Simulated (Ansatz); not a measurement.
## Notes on BaIrO3

```
CELL_PARAMETERS angstrom
3.98738 0.00000 0.00000
0.00000 3.98738 0.00000
0.00000 0.00000 3.98738
ATOMIC_POSITIONS crystal
Ir 0.00000 0.00000 0.00000
O 0.50000 0.00000 0.00000
O 0.00000 0.50000 0.00000
O 0.00000 0.00000 0.50000
Ba 0.50000 0.50000 0.50000
```

Level: r2SCAN, with U_eff = 1.09 eV on Ir d (all-electron-ortho-atomic projectors), collinear spin; 500 eV; 6×6×6 Γ-centred mesh; fermi-dirac occupations (width 0.1 eV); Ansatz 0.2.0, fixed geometry.

The state carries no moments; the state need not be the lowest.

Describe some of the short contacts.

Ir–O at 1.99 Å: least valence density 0.81 e/Å³ and ELF 0.20 there. Ba–O at 2.82 Å: least valence density 0.17 e/Å³ and ELF 0.08 there. Both are smooth PAW fields, read partly inside the augmentation spheres.

Is the cell too large or too small?

The pressure is 5.9 GPa (compression positive), so with the atoms held at these fractions the cell would first expand.

What happens at the Fermi level?

It is a metal, with about 3 states/eV a cell as the mean within 0.25 eV of the Fermi level, mostly Ir d (49 %) and O p (46 %).

Which element gives electrons and which takes them?

Bader charges in e: Ba +1.59, Ir +1.82, O -1.14. In the mean Ir gives up most and O takes most.

Origin: a known structure type with other elements, at an estimated volume, so it need not be a known compound. Caveats: an odd electron count with no moments left, so an order that this cell can't hold may lie lower.
